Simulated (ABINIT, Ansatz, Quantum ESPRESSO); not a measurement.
# GeCN2: 3 runs at one level of theory

```
Ge N C
1.0
     1.79379    1.03565    4.92196
    -1.79379    1.03565    4.92196
     0.00000   -2.07129    4.92196
Ge N C
1 2 1
Direct
  0.00996 0.00375 0.99020
  0.57323 0.58789 0.58586
  0.41225 0.40538 0.44245
  0.49424 0.51495 0.48816
```

The cell comes from a database or a generator and needn't be the stable form of this composition.

Atoms were shifted at random by some hundredths of an Å from the given cell, which wasn't relaxed again for these runs.

Alike in all runs: task single point; functional PBEsol; k mesh 9 × 9 × 9; occupations fermi-dirac, width 0.05 eV; no spin polarisation; no spin-orbit coupling. Pressure is positive in compression and, in plane waves, holds the error of the finite cutoff.

```json
{"program and potentials": "ABINIT, PseudoDojo NC SR PBEsol v0.4.1 standard", "plane-wave cutoff (eV)": "1143", "notes": "-", "pressure (GPa)": "4.53", "largest force (eV/Å)": "5.853", "energy over the undisturbed cell (meV/atom)": "61.63"}
{"program and potentials": "Quantum ESPRESSO, GBRV 1.5 PBEsol", "plane-wave cutoff (eV)": "612", "notes": "-", "pressure (GPa)": "4.42", "largest force (eV/Å)": "5.960", "energy over the undisturbed cell (meV/atom)": "62.15"}
{"program and potentials": "Ansatz, all-electron LAPW, scalar-relativistic", "plane-wave cutoff (eV)": "-", "notes": "-", "pressure (GPa)": "4.13", "largest force (eV/Å)": "5.652", "energy over the undisturbed cell (meV/atom)": "-"}
```

Force on atom 3 (N), eV/Å:

```
                         program and potentials       x      y       z
ABINIT, PseudoDojo NC SR PBEsol v0.4.1 standard  -0.013  0.094  -5.853
              Quantum ESPRESSO, GBRV 1.5 PBEsol  -0.009  0.087  -5.960
 Ansatz, all-electron LAPW, scalar-relativistic  -0.021  0.113  -5.651
```

The pressure spans 4.13 (Ansatz, all-electron LAPW, scalar-relativistic) to 4.53 GPa (ABINIT, PseudoDojo NC SR PBEsol v0.4.1 standard), with all-electron results at 4.13.

Differences between rows come from potentials, basis sets and numerical settings, since the functional is the same but for its coding. Runs on potential files found faulty are left out.
